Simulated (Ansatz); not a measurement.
## H4NClO: ³⁵Cl NMR of the central transition

Cell: a structure deposited in the COD whose atoms were relaxed with PBE, the cell held.

```cif
data_H4NClO
_symmetry_space_group_name_H-M 'P2_1/c'
_symmetry_Int_Tables_number 14
_cell_length_a 6.9500
_cell_length_b 5.9500
_cell_length_c 7.7000
_cell_angle_alpha 90.000
_cell_angle_beta 120.800
_cell_angle_gamma 90.000
loop_
_atom_site_label
_atom_site_type_symbol
_atom_site_symmetry_multiplicity
_atom_site_Wyckoff_symbol
_atom_site_fract_x
_atom_site_fract_y
_atom_site_fract_z
H1 H 4 e 0.2431 0.9846 0.1909
H5 H 4 e 0.2819 0.5286 0.1409
H9 H 4 e 0.1268 0.6507 0.2299
H13 H 4 e 0.4163 0.6721 0.3676
N N 4 e 0.2734 0.6645 0.2238
Cl Cl 4 e 0.2400 0.1856 0.3998
O O 4 e 0.2624 0.8587 0.1135
```

One atom of each set is listed.

Level of theory: DFT, PBE, plane waves and PAW, scalar-relativistic, 420 eV cutoff, Γ-centred 6×6×5 k-points, Fermi–Dirac smearing 0.05 eV (Ansatz 0.2.0).

³⁵Cl has I = 3/2 and Q = -81.12 mb (Pyykkö 2018); at 14.1 T its Larmor frequency is ν₀ = 58.9 MHz. Only the quadrupole interaction is simulated: positions count from each site's isotropic chemical shift, and shift anisotropy, dipolar and J coupling are left out.

Q: What does the ³⁵Cl spectrum (static powder) show for each site?

A: 

```json
{"site": "Cl", "first shell": "4 H at 2.01–2.29 Å; also 5 N at 3.17–3.44 Å", "C_Q (MHz)": "3.85", "η": "0.84", "P_Q (MHz)": "4.28", "δ_QIS (ppm)": "-132", "breadth (kHz)": "57.8"}
```

δ_QIS = −(ν_Q²/30ν₀²)[I(I+1) − 3/4](1 + η²/3) × 10⁶ ppm with ν_Q = 3|C_Q|/[2I(2I−1)]; it falls as 1/B₀² in ppm, and the breadth as 1/B₀ in kHz.
